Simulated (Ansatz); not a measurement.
Values for one crystal, relaxed and computed with the program Ansatz at the PBEsol level (PAW); other levels are named.

| Quantity | Value |
|---|---|
| Volume per atom | 70.82 Å³ |
| Electronic character | metallic (no gap) |
| Debye temperature from the elastic constants | 95.7 K |
| Bulk modulus (Birch–Murnaghan fit) | 3.7 GPa |
| Pressure derivative B′ | 3.7 |
| Elastic constants (relaxed ions, GPa) | C11 = 4.2, C12 = 3.5, C44 = 2.8 |
| Density of states at the Fermi level | 0.77 states/eV per atom (mean over ±0.08 eV) |

Question: Which compound is it?
A. Fe, bcc (W type)
B. K, bcc (W type)
C. Na, bcc (W type)
D. V, bcc (W type)

Answer: B, K, bcc (W type)

Space group Im-3m (bcc (W type)). Symmetry was held in the PBEsol relaxation. As this level gives no gap, shear constants depend on the k-mesh and smearing (Fermi–Dirac, 0.1 eV here).

Potentials: the later of the program's two PAW sets.
